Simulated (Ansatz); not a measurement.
Ta2O5:
```cif
data_O10Ta4
_chemical_formula_sum 'Ta4 O10'
_space_group_name_H-M_alt 'Pbam'
_space_group_IT_number 55
_space_group_name_Hall '-P 2 2ab'
_cell_length_a 6.21081
_cell_length_b 7.32747
_cell_length_c 3.78799
_cell_angle_alpha 90.000
_cell_angle_beta 90.000
_cell_angle_gamma 90.000
loop_
_space_group_symop_operation_xyz
  'x, y, z'
  '-x, -y, -z'
  '-x, -y, z'
  'x, y, -z'
  'x+1/2, -y+1/2, -z'
  '-x+1/2, y+1/2, z'
  '-x+1/2, y+1/2, -z'
  'x+1/2, -y+1/2, z'
loop_
_atom_site_label
_atom_site_type_symbol
_atom_site_symmetry_multiplicity
_atom_site_Wyckoff_symbol
_atom_site_fract_x
_atom_site_fract_y
_atom_site_fract_z
_atom_site_occupancy
Ta1 Ta 4 g 0.22449 0.38096 0.00000 1
O1 O 4 h 0.19844 0.34336 0.50000 1
O2 O 2 a 0.00000 0.00000 0.00000 1
O3 O 4 g 0.38955 0.14012 0.00000 1
```

Relaxed with r²SCAN.

Question: Give the optical modes at the zone centre with their infrared activity from DFPT, r²SCAN in the plane-wave PAW code Ansatz.

Answer: Transverse frequencies, without the LO–TO term; a row sums one degenerate level.

| ω (cm⁻¹) | degeneracy | IR ((D/Å)²/amu) | activity |
|---|---|---|---|
| 58 | 1 | 0.00 | IR-inactive |
| 66 | 1 | 0.00 | IR-inactive |
| 67 | 1 | 0.00 | IR-inactive |
| 90 | 1 | 1.64 | IR |
| 107 | 1 | 0.00 | IR-inactive |
| 145 | 1 | 33.24 | IR |
| 164 | 1 | 67.50 | IR |
| 178 | 1 | 66.59 | IR |
| 188 | 1 | 0.00 | IR-inactive |
| 191 | 1 | 0.00 | IR-inactive |
| 205 | 1 | 177.97 | IR |
| 233 | 1 | 0.00 | IR-inactive |
| 241 | 1 | 0.00 | IR-inactive |
| 257 | 1 | 0.00 | IR-inactive |
| 258 | 1 | 17.79 | IR |
| 259 | 1 | 0.07 | IR |
| 282 | 1 | 6.56 | IR |
| 283 | 1 | 0.00 | IR-inactive |
| 292 | 1 | 3.37 | IR |
| 300 | 1 | 0.00 | IR-inactive |
| 304 | 1 | 0.00 | IR-inactive |
| 319 | 1 | 0.00 | IR-inactive |
| 359 | 1 | 0.00 | IR-inactive |
| 360 | 1 | 0.00 | IR-inactive |
| 360 | 1 | 0.10 | IR |
| 397 | 1 | 67.11 | IR |
| 434 | 1 | 54.38 | IR |
| 510 | 1 | 0.00 | IR-inactive |
| 519 | 1 | 0.00 | IR-inactive |
| 525 | 1 | 0.00 | IR-inactive |
| 526 | 1 | 0.00 | IR-inactive |
| 546 | 1 | 9.23 | IR |
| 551 | 1 | 0.00 | IR-inactive |
| 575 | 1 | 174.85 | IR |
| 604 | 1 | 0.42 | IR |
| 642 | 1 | 0.00 | IR-inactive |
| 804 | 1 | 0.00 | IR-inactive |
| 845 | 1 | 6.85 | IR |
| 877 | 1 | 28.64 | IR |

Question: How high does the top mode go among those that the LO–TO term moves?

Answer: 956 cm⁻¹ for q along x, 874 cm⁻¹ for q along y, 957 cm⁻¹ for q along z.

The first step of the workflow began from a Materials Project structure, measured or hypothetical; the Crystallography Open Database copy checked does not list it. COD files the formula under space group No. 49. Its standing as an ambient phase is unchecked. The r²SCAN relaxation kept the symmetry of its start; whether a distortion lowers the energy is not shown. No spin polarisation was allowed. Scalar-relativistic: spin–orbit coupling is off unless named, which matters more the heavier the elements.

Potentials: the later of the program's two PAW sets.
